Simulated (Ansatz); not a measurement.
## Na2BeH4 — 23Na NMR of the central transition

Cell: a computed structure from the Materials Project (it need not be an observed phase) whose atoms were relaxed with PBE, the cell held.

Space group P2_1/m (No. 11); a = 5.0056, b = 4.9398, c = 6.6863 Å, β = 100.78°.

```csv
site,Wyckoff,site symmetry,x,y,z
Na1,2e,m,0.7249,0.7500,0.0289
Na3,2e,m,0.2498,0.2500,0.4643
Be,2e,m,0.2821,0.7500,0.2192
H7,2e,m,0.9300,0.2500,0.6609
H8,2e,m,0.8209,0.2500,0.9961
H9,4f,1,0.5440,0.4805,0.7349
```

One atom of each set is listed.

The numbers come from a DFT calculation in Ansatz (PBE, plane waves and PAW (field gradients read without the response of the frozen cores, which leaves them typically 4 to 6 % off), scalar-relativistic, 420 eV cutoff, Γ-centred 6×6×4 k-points, Fermi–Dirac smearing 0.02 eV).

23Na has I = 3/2 and Q = 104.0 mb (Pyykkö 2018); at 23.5 T its Larmor frequency is ν₀ = 264.8 MHz. Only the quadrupole interaction is simulated: positions count from each site's isotropic chemical shift, and J coupling is left out, as are shift anisotropy and dipolar coupling, which fast spinning averages.

(1) What does the 23Na spectrum (fast magic-angle spinning) show for each site?

Results:

(1) 

| site | first shell | C_Q (MHz) | η | P_Q (MHz) | δ_QIS (ppm) | breadth (kHz) |
| --- | --- | --- | --- | --- | --- | --- |
| Na1 | 9 H at 2.31–2.71 Å | -0.854 | 0.80 | 0.940 | -0.315 | 0.189 |
| Na3 | 7 H at 2.25–2.71 Å | 1.45 | 0.80 | 1.60 | -0.909 | 0.546 |

δ_QIS = −(ν_Q²/30ν₀²)[I(I+1) − 3/4](1 + η²/3) × 10⁶ ppm with ν_Q = 3|C_Q|/[2I(2I−1)]; it falls as 1/B₀² in ppm, and the breadth as 1/B₀ in kHz.
